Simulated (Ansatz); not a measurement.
CdSe (wurtzite)

```cif
data_Cd2Se2
_chemical_formula_sum 'Cd2 Se2'
_space_group_name_H-M_alt 'P 1'
_space_group_IT_number 1
_cell_length_a 4.33966
_cell_length_b 4.33966
_cell_length_c 7.07826
_cell_angle_alpha 90.000
_cell_angle_beta 90.000
_cell_angle_gamma 120.000
loop_
_space_group_symop_operation_xyz
  'x, y, z'
loop_
_atom_site_label
_atom_site_type_symbol
_atom_site_fract_x
_atom_site_fract_y
_atom_site_fract_z
_atom_site_occupancy
Cd1 Cd 0.66667 0.33333 0.00054 1
Cd2 Cd 0.33333 0.66667 0.50054 1
Se1 Se 0.66667 0.33333 0.62466 1
Se2 Se 0.33333 0.66667 0.12466 1
```

This relaxed cell (volume V₀) is scaled evenly in all directions, its shape held. The atoms relax within the cell's symmetry.

Method: r2SCAN (plane waves to 500 eV, PAW, scalar-relativistic; Ansatz, a quantum-chemistry and plane-wave program). k mesh 9×9×5 (Γ-centred), Fermi-Dirac smearing 0.05 eV. The energy includes the smearing's −TS. With the shape held, the modulus is that of even scaling; a crystal free to change shape is softer. CdSe was relaxed with its symmetry unable to fall. The PAW data are Ansatz's earlier set. ΔE is measured from the relaxed starting cell.

```tsv
V (Å³/atom)	ΔE (meV/atom)
27.129	18.8
27.418	12.8
27.706	8.1
27.995	4.5
28.284	2.0
28.572	0.5
28.861	0.0
29.149	0.4
29.438	1.8
29.727	3.9
30.015	6.8
30.304	10.5
30.592	14.9
```

Q: What is the fitted pressure derivative B₀′?

A: 4.5.

Q: What bulk modulus at fixed cell shape B₀ follows from a third-order Birch-Murnaghan fit?

A: 51.4 GPa.

(A scan under strain: stresses follow from slopes of the energy per volume, elastic moduli from its curvatures.)
